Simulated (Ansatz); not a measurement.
Relaxed-ion elastic tensor of BAs in space group P6_222 (No. 180; B on 3d, As on 3c) in GPa (Voigt order), PBEsol in the plane-wave PAW code Ansatz; density 5.67 g/cm³, 12.56 Å³ per atom.

|  | 1 | 2 | 3 | 4 | 5 | 6 |
|---|---|---|---|---|---|---|
| 1 | 335 | 39.9 | 65.7 | 0.0 | 0.0 | 0.0 |
| 2 | 39.9 | 335 | 65.7 | 0.0 | 0.0 | 0.0 |
| 3 | 65.7 | 65.7 | 313 | 0.0 | 0.0 | 0.0 |
| 4 | 0.0 | 0.0 | 0.0 | 169 | 0.0 | 0.0 |
| 5 | 0.0 | 0.0 | 0.0 | 0.0 | 169 | 0.0 |
| 6 | 0.0 | 0.0 | 0.0 | 0.0 | 0.0 | 148 |

Question: Is the crystal mechanically stable?

Answer: Yes: the smallest eigenvalue of C is 148 GPa.

Question: Work out the Voigt, Reuss and Hill averages.

Answer: K_V = 147, K_R = 147, K_H = 147; G_V = 151, G_R = 149, G_H = 150 GPa.

Question: Give Young's modulus, Poisson's ratio, Pugh's ratio and the universal anisotropy index.

Answer: E = 9KG/(3K + G) = 336 GPa; ν = 0.12; K/G = 0.98 (brittle by the Pugh limit of 1.75); A_U = 5G_V/G_R + K_V/K_R − 6 = 0.07.

Question: Estimate the sound speeds and the Debye temperature.

Answer: v_l = √((K + 4G/3)/ρ) = 7830 m/s, v_t = √(G/ρ) = 5150 m/s, mean 5640 m/s; Θ = (h/k)(3n/4πV)^(1/3) v_m = 722 K.

Question: Solve the Christoffel equation for the three sound speeds along x, y, z.

Answer: Eigenvalues of C_ijkl n_j n_l equal ρv² (piezoelectric stiffening left out). In km/s, slowest first: x 5.10, 5.46, 7.69; y 5.10, 5.46, 7.69; z 5.46, 5.46, 7.43.

Question: How much does each axis shrink under pressure?

Answer: Linear compressibilities β_i = Σ_j S_ij (j = 1 to 3): x 2.3, y 2.3, z 2.2 per TPa.

The start of the workflow was typed in or built on a structure type; neither database checked (COD, Materials Project) lists it. It is not the phase usual at ambient conditions (space group No. 216). Symmetry was held in the PBEsol relaxation; of distortions, only those at the zone centre were tested. Its formation energy is positive at this level, so the cell may be metastable or incomplete.

Potentials: the later of the program's two PAW sets.
